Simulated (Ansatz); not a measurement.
Mg3TiNO3 in space group P4/mmm (No. 123; Pearson symbol tP8) at seven volumes, DFT-PBE in the program Ansatz with PAW potentials, shape and atoms relaxed at each. One row is withheld.

```csv
V (Å³/atom),P (GPa)
8.802,19.97
9.092,12.23
9.382,5.63
9.672,0.00
9.962,?
10.253,-8.85
10.543,-12.24
```

Fit the shown pressures and predict the withheld one.

P = (3/2)B₀(x^(7/2) − x^(5/2))[1 + (3/4)(B′ − 4)(x − 1)] with x = (V₀/V)^(2/3). Least squares on the six rows gives V₀ = 9.673 Å³/atom, B₀ = 172 GPa, B′ = 4.40. At V = 9.962, x = 0.9806 and P = -4.75 GPa. The run itself gave -4.79 GPa.

The start of the workflow was typed in or built on a structure type; neither database checked (COD, Materials Project) lists it. Its standing as an ambient phase is unchecked. The PBE relaxation kept the symmetry of its start; whether a distortion lowers the energy is not shown. The workflow began spin-polarised and lost its moments. The cell computed holds one magnetic atom, so no antiferromagnetic order was within reach.

Potentials: the earlier of the program's two PAW sets.
